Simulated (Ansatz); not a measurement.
C (graphite type, space group P6_3/mmc)

```yaml
crystal:
  lattice:
    - [2.46500, 0.00000, 0.00000]
    - [-1.23250, 2.13475, 0.00000]
    - [0.00000, 0.00000, 6.73046]
  atoms:
    - { symbol: C, position: [0.00000, 0.00000, 0.25000] }
    - { symbol: C, position: [0.00000, 0.00000, 0.75000] }
    - { symbol: C, position: [0.33333, 0.66667, 0.25000] }
    - { symbol: C, position: [0.66667, 0.33333, 0.75000] }
```

The relaxed cell is deformed in two ways at once: its volume V is scaled, and at that volume it is stretched along z (the c axis of the conventional cell) so that c/a changes. Fractional atomic positions are held.

Level of theory: PBE-D3(BJ) (plane waves to 420 eV, PAW, scalar-relativistic; Ansatz, a program for electronic structure). k mesh 15×15×5 (Γ-centred), Fermi-Dirac smearing 0.05 eV. Stress and pressure are positive under compression. With partly filled bands, the response to shear is sensitive to the k mesh, so small differences along c/a are uncertain. C was relaxed with its symmetry unable to fall.

At one point of the scan the stress tensor (GPa) is:

```
   28.2      0.0      0.0
    0.0     28.2      0.0
    0.0      0.0      2.0
```

Which point is it?
A) V/V₀ = 0.973, (c/a)/(c/a)₀ = 1.053
B) V/V₀ = 1.080, (c/a)/(c/a)₀ = 1.080
C) V/V₀ = 0.920, (c/a)/(c/a)₀ = 0.947
D) V/V₀ = 0.920, (c/a)/(c/a)₀ = 0.973

D, V/V₀ = 0.920, (c/a)/(c/a)₀ = 0.973

(A scan under strain: stresses follow from slopes of the energy per volume, elastic moduli from its curvatures.)
